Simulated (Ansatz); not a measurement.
Relaxed-ion elastic tensor of TePb2S in space group P4/mmm (No. 123; Te on 1c, Pb on 1a, Pb on 1d, S on 1b) in GPa (Voigt order), r²SCAN (plane waves, PAW; program Ansatz); density 7.66 g/cm³, 31.10 Å³ per atom.

```
84.4  48.3  11.0   0.0   0.0   0.0
48.3  84.4  11.0   0.0   0.0   0.0
11.0  11.0   122   0.0   0.0   0.0
 0.0   0.0   0.0  16.1   0.0   0.0
 0.0   0.0   0.0   0.0  16.1   0.0
 0.0   0.0   0.0   0.0   0.0  57.2
```

**Question.** Is the crystal mechanically stable?

**Answer.** Yes: the smallest eigenvalue of C is 16.1 GPa.

**Question.** Work out the Voigt, Reuss and Hill averages.

**Answer.** K_V = 47.9, K_R = 47.9, K_H = 47.9; G_V = 32.6, G_R = 23.2, G_H = 27.9 GPa.

**Question.** Give Young's modulus, Poisson's ratio, Pugh's ratio and the universal anisotropy index.

**Answer.** E = 9KG/(3K + G) = 70.1 GPa; ν = 0.26; K/G = 1.72 (near the Pugh limit of 1.75, no verdict); A_U = 5G_V/G_R + K_V/K_R − 6 = 2.01.

**Question.** Estimate the sound speeds and the Debye temperature.

**Answer.** v_l = √((K + 4G/3)/ρ) = 3330 m/s, v_t = √(G/ρ) = 1910 m/s, mean 2120 m/s; Θ = (h/k)(3n/4πV)^(1/3) v_m = 201 K.

**Question.** Solve the Christoffel equation for the three sound speeds along x, y, z.

**Answer.** Eigenvalues of C_ijkl n_j n_l equal ρv². In km/s, slowest first: x 1.45, 2.73, 3.32; y 1.45, 2.73, 3.32; z 1.45, 1.45, 3.99.

**Question.** How much does each axis shrink under pressure?

**Answer.** Linear compressibilities β_i = Σ_j S_ij (j = 1 to 3): x 7.0, y 7.0, z 7.0 per TPa.

The workflow started from a Materials Project entry (that database holds measured and hypothetical structures alike); the Crystallography Open Database copy checked does not list it. With Te and S taken as one species the cell has the higher symmetry Fm-3m, so it may be an ordered model of a mixed-site phase. Whether it is the stable phase at ambient conditions was not checked. Symmetry was held in the r²SCAN relaxation. At this level the phase is dynamically unstable (imaginary phonons). Spin–orbit coupling is left out wherever it is not named.

Potentials: the later of the program's two PAW sets.
